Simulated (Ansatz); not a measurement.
Values for one crystal, relaxed and computed with PBE (plane waves, PAW; program Ansatz); other levels are named.

```yaml
volume_per_atom: 15.45 Å³
electronic_character: metallic (no gap)
Formation energy from the elements (no fitted shifts): -13 kJ/mol of atoms
Density of states at the Fermi level: 1.1 states/eV per atom (mean over ±0.08 eV)
```

**Question.** Pick the material that matches.
A. TaAg, Cmcm (Ta on 4c, Ag on 4c)
B. AgW, rock salt
C. CoW, Cmcm (W on 4c, Co on 4c)
D. IrW, Cmcm (W on 4c, Ir on 4c)

**Answer.** D, IrW, Cmcm (W on 4c, Ir on 4c)

The start of the workflow was typed in or built on a structure type; neither database checked (COD, Materials Project) lists it. COD files the formula under space group No. 51, so this cell is another polymorph or a model. Its standing as an ambient phase is unchecked. Symmetry was held in the PBE relaxation; whether a distortion lowers the energy is not shown. The run is not spin-polarised. The references are the lowest solids computed at this level, not always the standard phases. Scalar-relativistic: spin–orbit coupling is off unless named, which matters more the heavier the elements.

Potentials: the earlier of the program's two PAW sets.
